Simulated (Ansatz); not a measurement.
MgSc₂V₂O₈ — contact hyperfine fields

Cell: a Materials Project structure (computed, not necessarily an observed phase), its atoms then relaxed with PBE in this cell.

```xyz
13
Lattice="4.9346 0.0000 0.0000 -1.0991 4.8452 0.0000 -1.9346 -2.3941 7.1023" Properties=species:S:1:pos:R:3 pbc="T T T"
Mg    0.6773    2.4447    6.8510
Sc    0.6765    2.4340    2.3030
Sc    1.2265    0.0146    4.5139
V     3.6934    0.0123    2.5349
V    -1.7907    2.4369    4.5264
O     2.2465    1.1691    2.9929
O    -0.8923    3.7018    2.9941
O     0.4185   -1.4980    5.6871
O     2.0314    1.5298    5.6893
O    -0.3701    1.2693    3.9841
O     2.8218   -1.2424    3.9847
O     1.7792    3.7877    1.2367
O    -0.4178    1.0732    1.2341
```

Atom numbers follow the list; atoms alike are taken as one site, whose name carries the number of the first.

Level of theory: DFT, PBE, plane waves and PAW, scalar-relativistic, collinear spin, 420 eV cutoff, Γ-centred 5×5×4 k-points, Fermi–Dirac smearing 0.02 eV (Ansatz 0.2.0). Start moments as typed (μB): 1 on each V, none on the rest.

B_c = (2μ₀/3)μB(ρ↑ − ρ↓), with the spin density averaged over the Thomson radius around the nucleus, 7.77 T per e/Å³, positive along the up direction of the run. The valence column is what the valence and semicore waves of the PAW files give as listed; the rest comes from solving these waves and the inner shells again in each spin's potential.

**Question.** Give the site moments and the Fermi-contact fields.

**Answer.** The cell's net moment is 2.00 μB; the site moments, counted in spheres around the atoms, add up to 1.49 μB, and the difference lies between the spheres. One atom of each set is listed.

```json
{"site": "Mg", "atom": "1", "m (μB)": "0.00", "B_c (T)": "2.2", "valence column (T)": "2.2", "rest (T)": "0.0"}
{"site": "Sc2", "atom": "2", "m (μB)": "0.01", "B_c (T)": "1.5", "valence column (T)": "1.7", "rest (T)": "-0.1"}
{"site": "Sc3", "atom": "3", "m (μB)": "0.01", "B_c (T)": "0.8", "valence column (T)": "0.9", "rest (T)": "-0.1"}
{"site": "V4", "atom": "4", "m (μB)": "0.77", "B_c (T)": "-6.1", "valence column (T)": "7.0", "rest (T)": "-13.1"}
{"site": "V5", "atom": "5", "m (μB)": "0.72", "B_c (T)": "-5.4", "valence column (T)": "7.0", "rest (T)": "-12.5"}
{"site": "O6", "atom": "6", "m (μB)": "-0.02", "B_c (T)": "-0.2", "valence column (T)": "-0.5", "rest (T)": "0.3"}
{"site": "O7", "atom": "7", "m (μB)": "-0.02", "B_c (T)": "-0.2", "valence column (T)": "-0.5", "rest (T)": "0.3"}
{"site": "O8", "atom": "8", "m (μB)": "0.00", "B_c (T)": "-0.1", "valence column (T)": "0.0", "rest (T)": "-0.1"}
{"site": "O9", "atom": "9", "m (μB)": "0.00", "B_c (T)": "-0.1", "valence column (T)": "0.0", "rest (T)": "-0.1"}
{"site": "O10", "atom": "10", "m (μB)": "-0.01", "B_c (T)": "-0.1", "valence column (T)": "-0.2", "rest (T)": "0.1"}
{"site": "O11", "atom": "11", "m (μB)": "-0.01", "B_c (T)": "-0.1", "valence column (T)": "-0.2", "rest (T)": "0.1"}
{"site": "O12", "atom": "12", "m (μB)": "0.01", "B_c (T)": "-0.1", "valence column (T)": "-0.1", "rest (T)": "-0.1"}
{"site": "O13", "atom": "13", "m (μB)": "0.01", "B_c (T)": "-0.1", "valence column (T)": "-0.1", "rest (T)": "-0.1"}
```

All moments on V are parallel here, as they were started; many such compounds order antiparallel, where fields on atoms that lie between magnetic neighbours largely cancel. The magnetic order is the one that the run reached from its start moments, not necessarily the measured one. Semilocal functionals underestimate core polarisation, so for a given moment the contact field on a magnetic ion comes out too small, by up to a factor of two. Orbital and dipolar fields are left out; they are small for half-filled shells and for d³ or d⁸ ions in regular octahedra, but can rival the contact field on other open-shell ions. Fields under about 2 T can be off by more than a tenth.

The relaxation (6 steps) took 14 min of wall time (14 min of CPU time) and 1.4 GiB at its peak, on 1 thread of Arm Neoverse V2 (aarch64; 8 cores open to the job, memory cap 3.0 GiB, no GPU), a shared host with a load of 0.5 a core.
